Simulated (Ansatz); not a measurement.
Computed with DFT PBE, scalar-relativistic, plane waves, PAW in Ansatz. Cutoff 420 eV, Γ-centred meshes of about 0.25 Å⁻¹ or finer for metals and 0.3 Å⁻¹ for insulators (2π included), Gaussian smearing. No spin polarisation.

This relaxed Nb₃Si₂O cell comes from a structure search over trial cells.

```cif
data_structure
_symmetry_space_group_name_H-M 'Pmc2_1'
_symmetry_Int_Tables_number 26
_cell_length_a 3.4310
_cell_length_b 6.8728
_cell_length_c 7.5316
_cell_angle_alpha 90.000
_cell_angle_beta 90.000
_cell_angle_gamma 90.000
_cell_volume 177.60
loop_
_atom_site_label
_atom_site_type_symbol
_atom_site_symmetry_multiplicity
_atom_site_Wyckoff_symbol
_atom_site_fract_x
_atom_site_fract_y
_atom_site_fract_z
_atom_site_occupancy
Nb1 Nb 2 b 0.50000 0.22470 0.44950 1
Nb2 Nb 2 a 0.00000 0.42295 0.15225 1
Nb3 Nb 2 a 0.00000 0.11436 0.81793 1
Si1 Si 2 b 0.50000 0.39733 0.88213 1
Si2 Si 2 b 0.50000 0.11914 0.11052 1
O1 O 2 a 0.00000 0.28142 0.58888 1
```

Problem. Is it a true minimum?

Solution. As far as tested, yes. The phonons on a 2×1×1 q mesh of the computed 12-atom cell show no imaginary mode. (Phonon run: 10×6×4 k mesh, Gaussian smearing of 0.10 eV.) After random moves of the atoms it relaxes back. The optical modes at Γ run from 87 to 561 cm⁻¹. Around Nb on its first site lie 2 O at 2.05 Å and 3 Si at 2.65–2.66 Å; around Nb on its second site lie 1 O at 2.09 Å and 6 Si at 2.67–2.73 Å; around Si on its first site lie 1 Si at 2.57 Å, 7 Nb at 2.64–2.73 Å and 2 O at 2.91 Å; around O lie 4 Nb at 2.05–2.09 Å and 2 Si at 2.91 Å; 2 more sites not described.

Phonons of metals hang on the k mesh and the smearing.
